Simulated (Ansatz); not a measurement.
Ansatz (a program for electronic structure) input:

Ansatz 0.2 input:
```yaml
crystal:
  lattice:
    - [3.7679429234, 0.0, 0.0]
    - [-1.8839714617, 3.2631342917, 0.0]
    - [0.0, 0.0, 6.4414105734]
  atoms:
    - { symbol: Ga, position: [0.0, 0.0, 0.0] }
    - { symbol: Ga, position: [0.0, 0.0, 0.5] }
    - { symbol: As, position: [0.3333333333, 0.6666666667, 0.25] }
    - { symbol: As, position: [0.6666666667, 0.3333333333, 0.75] }
kpoints:
  mp_grid: { grid: [9, 9, 5] }
  band_path:
    path:
      - [[0.0, 0.0, 0.0], [0.5, 0.0, 0.0], [0.3333333333, 0.3333333333, 0.0], [0.0, 0.0, 0.0], [0.0, 0.0, 0.5], [0.5, 0.0, 0.5], [0.3333333333, 0.3333333333, 0.5], [0.0, 0.0, 0.5]]  # Γ-M-K-Γ-A-L-H-A
      - [[0.5, 0.0, 0.5], [0.5, 0.0, 0.0]]  # L-M
      - [[0.3333333333, 0.3333333333, 0.5], [0.3333333333, 0.3333333333, 0.0]]  # H-K
    npoints: 8
basis: { xc_grid: 2 }
hamiltonian:
  xc: pbe
  pseudopotentials: { kind: paw }
magnetization: { noncollinear: true, spin_orbit: true }
scf:
  n_extra_bands: 12
  convergence: { dr2_threshold: 0.0000000001 }
  occupations: { method: gaussian, width: 0.05 }
output: { eigenvalues: true }
```

Output (shortened):

```
Pseudopotentials: kind: paw_fr
Pseudopotential: Ga, paw_fr, valence charge 13
Pseudopotential: As, paw_fr, valence charge 15
Functional definition: PBE
non-collinear run that drives no moment, with spin-orbit …
Crystal: 4 atoms, lattice volume = 79.199 Å³
Basis set: ecut = 420 eV, 1569 PW (Γ), exchange–correlation on 54×54×90 points (8 copies of the dense FFT grid, shifted against one another)
Bands: 68, of which v1, the nominal top of the filled ones, is band 56 counted from 1 (55 counted from 0)
Symmetry: 24 space group operations + 24 with time reversal
k-points: 36 of 405
Projection manifold: j_resolved (fully-relativistic pseudo-atomic orbitals)
Initial density: superposition of atomic densities (chi_scale 0.1, normalization cell, long waves kept (reshape's long-wave potential 0.00 eV rms))
Initial wavefunctions: pseudopotential atomic-orbital guess
Eigensolver: davidson
Functional: x = pbe(κ = 0.804, μ = 0.2195149727645171), c = pbe(β = 0.06672455060314922)
SCF iter   1: F=—  HF=-17278.830384 eV  |F-HF|=—  |Δ(HF+E_count)|=         —  Δρ=3.14e-2  dr2=3.80e-1  dr2_m=0.00e0 (ungated)  ethr=3.10e-3  |M|=0.00e0 ∫|m|=0.00e0 μB  |m|>n=0.0e0 m-floor=0.0e0 τ_xc=0.0e0  β_m=0.30  ⟨swp⟩=5.6  Hψ=5037  notcnv=0  defer=20
all-band conjugate gradients solve this SCF's bands
preconditioner: auto → Kerker (q_TF=auto, 2.575 Å⁻¹)
spin=Noncollinear: Kerker preconditioning applied to the charge; magnetization (m_x, m_y, m_z) channels mix plain (no charge-response kernel on spin).
SCF iter   2: F=—  HF=-17278.784529 eV  |F-HF|=—  |Δ(HF+E_count)|=   4.59e-2  Δρ=2.29e-2  dr2=2.17e-1  dr2_m=0.00e0 (ungated)  ethr=6.79e-4  |M|=0.00e0 ∫|m|=0.00e0 μB  |m|>n=0.0e0 m-floor=0.0e0 τ_xc=0.0e0  β_m=0.65  ⟨swp⟩=2.0  Hψ=1544  notcnv=0  defer=214
SCF iter   3: F=—  HF=-17278.735261 eV  |F-HF|=—  |Δ(HF+E_count)|=   4.93e-2  Δρ=4.47e-3  dr2=1.43e-2  dr2_m=0.00e0 (ungated)  ethr=3.87e-4  |M|=0.00e0 ∫|m|=0.00e0 μB  |m|>n=0.0e0 m-floor=0.0e0 τ_xc=0.0e0  β_m=0.58  ⟨swp⟩=2.4  Hψ=1529  notcnv=0  defer=214
SCF iter   4: F=—  HF=-17278.729996 eV  |F-HF|=—  |Δ(HF+E_count)|=   5.26e-3  Δρ=1.99e-3  dr2=3.43e-3  dr2_m=0.00e0 (ungated)  ethr=2.55e-5  |M|=0.00e0 ∫|m|=0.00e0 μB  |m|>n=0.0e0 m-floor=0.0e0 τ_xc=0.0e0  β_m=0.79  ⟨swp⟩=2.0  Hψ=1874  notcnv=0  defer=214
SCF iter   5: F=—  HF=-17278.730664 eV  |F-HF|=—  |Δ(HF+E_count)|=   6.68e-4  Δρ=5.92e-4  dr2=4.88e-4  dr2_m=0.00e0 (ungated)  ethr=6.12e-6  |M|=0.00e0 ∫|m|=0.00e0 μB  |m|>n=0.0e0 m-floor=0.0e0 τ_xc=0.0e0  β_m=0.78  ⟨swp⟩=2.6  Hψ=1997  notcnv=0  defer=214
SCF iter   6: F=—  HF=-17278.730748 eV  |F-HF|=—  |Δ(HF+E_count)|=   8.43e-5  Δρ=2.65e-4  dr2=8.11e-5  dr2_m=0.00e0 (ungated)  ethr=8.72e-7  |M|=0.00e0 ∫|m|=0.00e0 μB  |m|>n=0.0e0 m-floor=0.0e0 τ_xc=0.0e0  β_m=0.89  ⟨swp⟩=2.0  Hψ=2117  notcnv=0  defer=214
SCF iter   7: F=—  HF=-17278.730791 eV  |F-HF|=—  |Δ(HF+E_count)|=   4.32e-5  Δρ=1.24e-4  dr2=1.20e-5  dr2_m=0.00e0 (ungated)  ethr=1.45e-7  |M|=0.00e0 ∫|m|=0.00e0 μB  |m|>n=0.0e0 m-floor=0.0e0 τ_xc=0.0e0  β_m=0.93  ⟨swp⟩=2.0  Hψ=2117  notcnv=0  defer=214
SCF iter   8: F=—  HF=-17278.730788 eV  |F-HF|=—  |Δ(HF+E_count)|=   3.24e-6  Δρ=1.98e-5  dr2=3.62e-7  dr2_m=0.00e0 (ungated)  ethr=2.14e-8  |M|=0.00e0 ∫|m|=0.00e0 μB  |m|>n=0.0e0 m-floor=0.0e0 τ_xc=0.0e0  β_m=0.97  ⟨swp⟩=2.0  Hψ=2119  notcnv=0  defer=214
SCF iter  11: F=-17278.730783 eV  HF=-17278.730783 eV  |F-HF|=7.28e-12  |Δ(HF+E_count)|=  2.58e-10  Δρ=2.81e-7  dr2=9.71e-11  dr2_m=0.00e0 (ungated)  ethr=1.00e-12  |M|=0.00e0 ∫|m|=0.00e0 μB  |m|>n=0.0e0 m-floor=0.0e0 τ_xc=0.0e0  ⟨swp⟩=7.0  Hψ=4596  notcnv=0
SCF 1 converged in 11 iterations: F = -17278.730783 eV  dr2 = 9.71e-11
NSCF: frozen V_eff on 75 k-points
SCF converged after 11 iterations
Magnetization: |M| = 0.0000 μB,  M = (+0.0000, +0.0000, +0.0000) μB
Absolute magnetization: 0.0000 μB (∫|m|)
  site 0: m = (+0.0000, +0.0000, +0.0000) μB, |m| = 0.0000 μB  (R = 1.12 Å)
  site 1: m = (+0.0000, +0.0000, +0.0000) μB, |m| = 0.0000 μB  (R = 1.12 Å)
  site 2: m = (+0.0000, +0.0000, +0.0000) μB, |m| = 0.0000 μB  (R = 1.12 Å)
  site 3: m = (+0.0000, +0.0000, +0.0000) μB, |m| = 0.0000 μB  (R = 1.12 Å)
Free energy (F): -17278.730783 eV
Harris-Foulkes:  -17278.730783 eV  (|F-HF|=7.28e-12)
Internal energy: -17278.728501 eV  (E = F + TS)
E sigma→0 (E₀):  -17278.729642 eV
Entropy (-TS):   -0.002282 eV (-0.570 meV/atom)
Fermi energy:    10.016212 eV
--- Per-component energies (eV) ---
  E_band       = -525.545972
  E_kinetic    = 435.407075
  E_local      = -6881.442158  (includes V_loc(G=0)·N_el)
  E_nonlocal   = -491.907188
  E_hartree    = 3521.590027
  E_xc         = -296.126515
  E_vxc        = -273.712497  (∫ρ·V_xc dr)
  E_paw        = -7647.939703  (= ΣΔE_a)
  E_vpaw       = -357.070931  (= ΣTr[D̂ρ^β])
  E_aug_tail   = -0.000273  (compensation charges beyond the density's cutoff)
  E_ewald      = -5918.309766
  E_smearing   = -0.002282  (= −TS)
  E_closure    =  0.000000  (closes the sum)
  Σ components = -17278.730783   (vs F -17278.730783, Δ=0.00e0)
  [band-id]    e_kinetic+e_local+e_nonlocal+2·e_hartree+e_vxc+e_vpaw+e_augmentation_tail = -525.545920   (vs E_band -525.545972, Δ=5.25e-5)
--- Band table (eV; the first three rows and the last of 36) ---
  k-point 0: bands = ["-25.7921", "-25.7921", "-25.7921", "-25.7921", "-25.7918", "-25.7918", "-25.7910", "-25.7910", "-25.0659", "-25.0659", "-25.0647", "-25.0647", "-25.0645", "-25.0645", "-25.0644", "-25.0644", "-25.0641", "-25.0641", "-25.0630", "-25.0630", "-5.0517", "-5.0517", "-5.0464", "-5.0464", "-5.0380", "-5.0380", "-5.0356", "-5.0356", "-4.6075", "-4.6075", "-4.5999", "-4.5999", "-4.5970", "-4.5970", "-4.5692", "-4.5692", "-4.5533", "-4.5533", "-4.5504", "-4.5504", "-3.0508", "-3.0508", "-0.9889", "-0.9889", "2.3386", "2.3386", "9.3922", "9.3922", "9.6247", "9.6247", "9.9754", "9.9754", "10.0955", "10.0955", "10.3471", "10.3471", "10.5672", "10.5672", "12.6351", "12.6351", "14.9917", "14.9917", "15.0607", "15.0607", "15.1436", "15.1436", "15.2386", "15.2386"]
  k-point 1: bands = ["-25.7920", "-25.7920", "-25.7920", "-25.7920", "-25.7918", "-25.7918", "-25.7911", "-25.7911", "-25.0658", "-25.0658", "-25.0648", "-25.0648", "-25.0645", "-25.0645", "-25.0644", "-25.0644", "-25.0640", "-25.0640", "-25.0631", "-25.0631", "-5.0484", "-5.0484", "-5.0452", "-5.0452", "-5.0377", "-5.0377", "-5.0365", "-5.0365", "-4.6049", "-4.6049", "-4.5963", "-4.5963", "-4.5957", "-4.5957", "-4.5699", "-4.5699", "-4.5580", "-4.5580", "-4.5550", "-4.5550", "-2.9291", "-2.9291", "-1.3487", "-1.3487", "2.9387", "2.9387", "7.8204", "7.8204", "9.9235", "9.9235", "10.1548", "10.1548", "10.3190", "10.3190", "10.5417", "10.5417", "10.9341", "10.9341", "12.5645", "12.5645", "14.8225", "14.8225", "14.8314", "14.8314", "14.9630", "14.9630", "14.9842", "14.9842"]
  k-point 2: bands = ["-25.7920", "-25.7920", "-25.7919", "-25.7919", "-25.7917", "-25.7917", "-25.7914", "-25.7914", "-25.0655", "-25.0655", "-25.0651", "-25.0651", "-25.0645", "-25.0645", "-25.0645", "-25.0645", "-25.0637", "-25.0637", "-25.0633", "-25.0633", "-5.0422", "-5.0422", "-5.0422", "-5.0422", "-5.0389", "-5.0389", "-5.0382", "-5.0382", "-4.5990", "-4.5990", "-4.5955", "-4.5955", "-4.5844", "-4.5844", "-4.5701", "-4.5701", "-4.5700", "-4.5700", "-4.5646", "-4.5646", "-2.5697", "-2.5697", "-2.0043", "-2.0043", "4.3033", "4.3033", "6.0026", "6.0026", "10.0711", "10.0711", "10.2241", "10.2241", "10.3004", "10.3004", "10.4517", "10.4517", "11.7957", "11.7957", "12.3078", "12.3078", "14.5551", "14.5551", "14.5710", "14.5710", "14.6841", "14.6841", "14.6982", "14.6982"]
  k-point 35: bands = ["-25.7915", "-25.7915", "-25.7913", "-25.7913", "-25.7909", "-25.7909", "-25.7907", "-25.7907", "-25.0658", "-25.0658", "-25.0656", "-25.0656", "-25.0630", "-25.0630", "-25.0629", "-25.0629", "-25.0627", "-25.0627", "-25.0625", "-25.0625", "-5.0711", "-5.0711", "-5.0601", "-5.0601", "-5.0470", "-5.0470", "-5.0335", "-5.0335", "-4.6282", "-4.6282", "-4.6195", "-4.6195", "-4.5917", "-4.5917", "-4.5870", "-4.5870", "-4.5575", "-4.5575", "-4.5504", "-4.5504", "-0.0560", "-0.0560", "-0.0503", "-0.0503", "3.0962", "3.0962", "3.8137", "3.8137", "5.5249", "5.5249", "5.5556", "5.5556", "9.4238", "9.4238", "9.4750", "9.4750", "9.5966", "9.5966", "11.6508", "11.6508", "12.6438", "12.6438", "12.7098", "12.7098", "16.8767", "16.8767", "17.2872", "17.2872"]
  band table: 68 of 68 bands, residual norms ≤ 1.0e-3 eV
```

Cost: around 80 core-seconds (rough) on shared cores.

Space group P6_3/mmc (NiAs type). The start of the workflow was typed in or built on a structure type; neither database checked (COD, Materials Project) lists it. It is not the phase usual at ambient conditions (space group No. 216). The cell keeps a stress of up to 0.2 GPa. Symmetry was held in the PBE relaxation; whether a distortion lowers the energy is not shown.

Potentials: the later of the program's two PAW sets.

Ansatz is a plane-wave DFT program.
